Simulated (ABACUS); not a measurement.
Worked example: self-consistent single point of Se (R-3, 6 atoms in the cell; from Materials Project mp-147, changed as shown) in ABACUS.

Computed with PBEsol, PseudoDojo 0.4 standard norm-conserving PBEsol (tails mended) pseudopotentials (plane waves; ABACUS).

The change in words: volume scaled by 0.98. Reference geometry (R-3):
```
CELL_PARAMETERS angstrom
      5.69039     3.28535     1.62318
     -5.69039     3.28535     1.62318
      0.00000    -6.57069     1.62318
ATOMIC_POSITIONS crystal
  Se 0.84914 0.72591 0.09273
  Se 0.15086 0.27409 0.90727
  Se 0.09273 0.84914 0.72591
  Se 0.90727 0.15086 0.27409
  Se 0.72591 0.09273 0.84914
  Se 0.27409 0.90727 0.15086
```

Reference input (self-consistent single point, DFT, PBEsol, plane waves, PseudoDojo 0.4 standard norm-conserving PBEsol (tails mended) pseudopotentials): KPT = MP 3 3 3 0 0 0; basis_type = pw; ecutwfc = 86 Ry; smearing_method = fixed; potentials = PseudoDojo 0.4 standard norm-conserving PBEsol (tails mended); symmetry = 1; ks_solver = cg; scf_nmax = 100; scf_thr = 1.0e-09 Ry; mixing_type = broyden; mixing_beta = 0.7. This run's input differs from it in these lines:

```diff
@@ -24,5 +24,5 @@
 LATTICE_VECTORS
-   5.6903880000    3.2853470000    1.6231750000
-  -5.6903880000    3.2853470000    1.6231750000
-   0.0000000000   -6.5706940000    1.6231750000
+   5.6521940000    3.2632960000    1.6122800000
+  -5.6521940000    3.2632960000    1.6122800000
+   0.0000000000   -6.5265920000    1.6122800000
 
@@ -34,8 +34,8 @@
 6
-   0.7012265132    4.5652853377    2.7070988015 1 1 1
-  -0.7012265132   -4.5652853377    2.1624261985 1 1 1
-  -4.3042663871   -1.6753627026    2.7070988015 1 1 1
-   4.3042663871    1.6753627027    2.1624261985 1 1 1
-   3.6030398738   -2.8899226351    2.7070988015 1 1 1
-  -3.6030398738    2.8899226351    2.1624261985 1 1 1
+   0.6965198666    4.5346434886    2.6889283384 1 1 1
+  -0.6965198666   -4.5346434886    2.1479116616 1 1 1
+  -4.2753760635   -1.6641177952    2.6889283384 1 1 1
+   4.2753760635    1.6641177952    2.1479116616 1 1 1
+   3.5788561969   -2.8705256934    2.6889283384 1 1 1
+  -3.5788561969    2.8705256934    2.1479116616 1 1 1
 # file: KPT
```

Output (repeated stretches shortened):

```
 SELF-CONSISTENT
 -------------------------------------------

                                 init_chg = atomic

 PW ALGORITHM --------------- ION=   1  ELEC=   1--------------------------------

 Notice: Threshold on eigenvalues was too large.

 Density error is 0.073488269136
                          Error Threshold = 0.000131767022615
 E_KohnSham     -1453.2728882103     -19772.7920285776
 E_Fermi        0.4048565547         5.5083560162

 PW ALGORITHM --------------- ION=   1  ELEC=   2--------------------------------

 Density error is 0.00473916154482
                          Error Threshold = 7.655028035e-05
   [... lines left out ...]

 Density error is 2.70678838925e-09
                          Error Threshold = 3.1161554483e-11
 E_KohnSham     -1453.2803207849     -19772.8931539431
 E_Fermi        0.4121288067         5.6073000811

 PW ALGORITHM --------------- ION=   1  ELEC=   9--------------------------------

 Density error is 2.05979423386e-10
                          Error Threshold = 2.8195712388e-12
 E_KohnSham     -1453.2803207858     -19772.8931539543
 E_KS(sigma->0) -1453.2803207858     -19772.8931539543
 E_entropy(-TS) 0.0000000000         0.0000000000
 E_Fermi        0.4121286094         5.6072973963
 charge density convergence is achieved
 final etot is -19772.893154 eV
 EFERMI = 5.6072973963 eV

 STATE ENERGY(eV) AND OCCUPATIONS    NSPIN == 1
   [... 55 lines left out ...]

 TOTAL-FORCE (eV/Angstrom)
                       Se1         0.0928490435        -0.2023860297        -0.0764754988
                       Se2        -0.0928490435         0.2023860297         0.0764754988
                       Se3         0.1288469067         0.1816026520        -0.0764754988
                       Se4        -0.1288469067        -0.1816026520         0.0764754988
                       Se5        -0.2216959502         0.0207833777        -0.0764754988
                       Se6         0.2216959502        -0.0207833777         0.0764754988

 TOTAL-STRESS (KBAR)
        -7.4543181091         0.0000000000         0.0000000000
        -0.0000000000        -7.4543168637         0.0000000000
        -0.0000000000        -0.0000000000        -5.8757728353
 TOTAL-PRESSURE: -6.928136 KBAR

 --------------------------------------------
 !FINAL_ETOT_IS -19772.8931539543082181 eV
 --------------------------------------------
```

The run converged in 9 iterations. Against the reference run the free energy falls by 4.3 meV/atom, the pressure goes from -1.60 to -0.69 GPa and the largest force goes from 0.111 to 0.235 eV/Å.

The structure comes from a collection of computed structures, made at another level of theory; the collection holds predicted forms beside known ones. Its lattice was then scaled.

Cost on one core: around 4 core-minutes (rough).

“Tails mended”: in these copies of the files the far tail of each local potential was reset to the Coulomb form.
